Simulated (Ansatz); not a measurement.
Starting cell, WC (WC type, space group P-6m2):

```
CELL_PARAMETERS angstrom
      2.92185     0.00000     0.00000
     -1.46093     2.53040     0.00000
      0.00000     0.00000     2.84710
ATOMIC_POSITIONS crystal
  W  0.00000 0.00000 0.00000
  C  0.66667 0.33333 0.50000
```

Scan: atom 2 (C, nearest neighbour W at 2.207 Å; its periodic images, 2.8 Å or more away, move with it) is displaced towards the nearest neighbour, direction (-0.662, -0.382, -0.645) in Cartesian axes, by s. The other atoms stay.

Level of theory: PBE (plane waves to 420 eV, PAW, scalar-relativistic; Ansatz, a first-principles code). k mesh 15×15×13 (Γ-centred), Fermi-Dirac smearing 0.05 eV. Left out: 1 of 11 points, with atoms too close for the PAW data. With partly filled bands, energies and forces of such displacements shift with the k mesh and the smearing. F∥ is the force on the atom along that direction. Spin-orbit coupling is left out, though W is heavy. WC is run without spin polarisation. WC was relaxed with its symmetry unable to fall. 

```csv
s (Å),F∥ (eV/Å)
-0.440,6.364
-0.352,5.098
-0.264,3.769
-0.176,2.486
-0.088,1.240
0.000,0.000
0.088,(withheld)
0.176,-2.815
0.264,(withheld)
0.352,(withheld)
```

Q: Fill in the missing entries.

A: 
- 0.088, F∥ (eV/Å): -1.308
- 0.264, F∥ (eV/Å): -4.632
- 0.352, F∥ (eV/Å): -6.955

(For displaced atoms, the force is minus the slope of the energy, and its curvature is a force constant, which sets phonon frequencies.)
